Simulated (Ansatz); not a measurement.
# Formation energy of ZrS

```
CELL_PARAMETERS angstrom
0.00000 2.56698 2.56698
2.56698 0.00000 2.56698
2.56698 2.56698 0.00000
ATOMIC_POSITIONS crystal
Zr 0.00000 0.00000 0.00000
S 0.50000 0.50000 0.50000
```

The cell comes from a relaxation on PAW files under the same functional, begun from a database entry that needn't be the ground state.

Level of theory: DFT with LDA, scalar-relativistic, in Ansatz 0.2.0; a Γ-centred 10×10×10 k mesh, Fermi–Dirac smearing of 0.02 eV, no spin polarisation. LAPW: all electrons, basis error target 0.5 meV/atom; PAW: frozen-core files, cutoff 420 eV; norm-conserving: pseudopotentials, cutoff 952 eV.

The elements are taken as S S6 rings, Zr hcp, each relaxed on PAW files under the same functional and computed by the same method as the compound; zero-point and thermal terms are left out. LDA tends to overbind the layered or molecular reference states. S6 rings stand in for α-S8.

The PAW files were made under PBE. The norm-conserving files are those that the library serves for this functional.

(1) Give the formation energy by each method, with the residual pressure at this cell and the LAPW gap.

(2) Give the LAPW value for one formula unit in kJ/mol.

Answers

(1) 

| method | ΔE(formation) (eV/atom) | P at this cell (GPa) | gap (eV) |
| --- | --- | --- | --- |
| LAPW | -1.628 | 0.05 | 0.00 |
| PAW | -1.629 | -0.01 | – |
| norm-conserving | -1.626 | 0.13 | – |

(2) -1.628 eV/atom × 2 atoms × 96.485 kJ/(mol·eV) = -314.2 kJ/mol, at zero temperature and without zero-point motion.
